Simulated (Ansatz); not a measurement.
# V₂O₅ — quadrupolar parameters

The cell is a computed structure from the Materials Project (it need not be an observed phase), taken as it stands.

Space group C2/c (No. 15); a = 12.0512, b = 4.7243, c = 5.3924 Å, β = 103.65°.

| site | Wyckoff | site symmetry | x | y | z |
| --- | --- | --- | --- | --- | --- |
| V | 8f | 1 | 0.3571 | 0.7403 | 0.7527 |
| O5 | 8f | 1 | 0.3900 | 0.0602 | 0.5176 |
| O9 | 8f | 1 | 0.2034 | 0.0702 | 0.1316 |
| O13 | 4e | 2 | 0.5000 | 0.6148 | 0.7500 |

One atom of each set is listed; the run and its k-mesh use a cell of 14 atoms with edges of 6.47, 6.47, 5.39 Å.

All values are calculated (Ansatz; DFT, PBE, plane waves and PAW (field gradients read without the response of the frozen cores, which leaves them typically 4 to 6 % off), scalar-relativistic, 420 eV cutoff, Γ-centred 6×6×5 k-points, Fermi–Dirac smearing 0.02 eV), not measured.

C_Q = eQV_zz/h, which is 24.18 MHz for Q = 1 b and V_zz = 10²¹ V/m²; η = (V_xx − V_yy)/V_zz. ν_Q = 3|C_Q|/[2I(2I − 1)].

⁵¹V: I = 7/2, Q = -52.00 mb; 17O: I = 5/2, Q = -25.58 mb. Q values from Pyykkö, Mol. Phys. 116, 1328 (2018).

| site | atoms | first shell | C_Q (MHz) | η | ν_Q (MHz) |
| --- | --- | --- | --- | --- | --- |
| V | 4 | 6 O at 1.68–2.18 Å | -4.90 | 0.53 | 0.350 |
| O5 | 4 | 2 V at 1.68–2.07 Å, angle 153°; also 1 V at 3.31 Å | -1.05 | 0.78 | 0.158 |
| O9 | 4 | 3 V at 1.81–2.18 Å | 2.89 | 0.49 | 0.434 |
| O13 | 2 | 2 V at 1.82 Å, angle 142° | -2.34 | 0.90 | 0.351 |

At this cell the PBE pressure is -6 GPa, so with PBE the cell would shrink if it were relaxed. The entry's cell may itself be off. The largest force is 1.2 eV/Å, so the atoms aren't at the calculated equilibrium and relaxing them would move these values.

The run took 21 s of wall time (20 s of CPU time) and 0.69 GiB at its peak, on 1 thread of Intel Xeon 6975P-C (Granite Rapids) (x86_64; 16 cores open to the job, memory cap 3.0 GiB, no GPU), a shared host with a load of 0.8 a core.
